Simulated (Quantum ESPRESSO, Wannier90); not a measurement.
Wannierisation of SnAs (rock salt)

```xyz
2
Lattice="0.0000 2.8769 2.8769 2.8769 0.0000 2.8769 2.8769 2.8769 0.0000" Properties=species:S:1:pos:R:3 pbc="T T T"
Sn     2.8769     2.8769     2.8769
As     0.0000     0.0000     0.0000
```

Materials Project entry mp-2182; symmetrised, unrelaxed at this level. COD (Crystallography Open Database) has an entry of this formula and space group (matched by these alone). Computed values, not measurements, from LDA: Quantum ESPRESSO (norm-conserving PseudoDojo potentials, cutoff 64 Ry, no spin polarisation, no spin-orbit coupling) on a Γ-centred 10×10×10 mesh, then Wannier90. Density: 10×10×10 mesh, cold smearing 0.01 Ry. Spin-orbit coupling is left out although heavy elements are present.

A tight-binding model is made by disentanglement and projection with no localisation steps (num_iter = 0), so the 8 orbitals stay atom-like: hydrogen-like Sn: s;p; As: s;p, axes along x, y, z; frozen window up to 1.50 eV relative to the Fermi level. It follows pw.x to 3.9 meV rms for states up to 1.0 eV relative to the Fermi level. Matrix elements depend on this choice of orbitals and windows.

Question: What are the on-site energies relative to the Fermi level, and how fast do the hoppings decay?

Answer: 
| atom | orbitals | energy (eV) |
|---|---|---|
| Sn1 | s | -5.40 |
| Sn1 | pz px py | 1.73 |
| As2 | s | -9.54 |
| As2 | pz px py | -0.13 |

```json
[
 {"distance of the centres (Å)": "2–3", "largest modulus (eV)": "2.5"},
 {"distance of the centres (Å)": "4–5", "largest modulus (eV)": "0.22"},
 {"distance of the centres (Å)": "5–6", "largest modulus (eV)": "0.49"},
 {"distance of the centres (Å)": "6–7", "largest modulus (eV)": "0.030"},
 {"distance of the centres (Å)": "7–8", "largest modulus (eV)": "0.0020"},
 {"distance of the centres (Å)": "8–9", "largest modulus (eV)": "0.094"},
 {"distance of the centres (Å)": "9–10", "largest modulus (eV)": "0.0095"},
 {"distance of the centres (Å)": "10–11", "largest modulus (eV)": "0.0026"},
 {"distance of the centres (Å)": "11–12", "largest modulus (eV)": "0.021"},
 {"distance of the centres (Å)": "12–13", "largest modulus (eV)": "0.0027"}
]
```
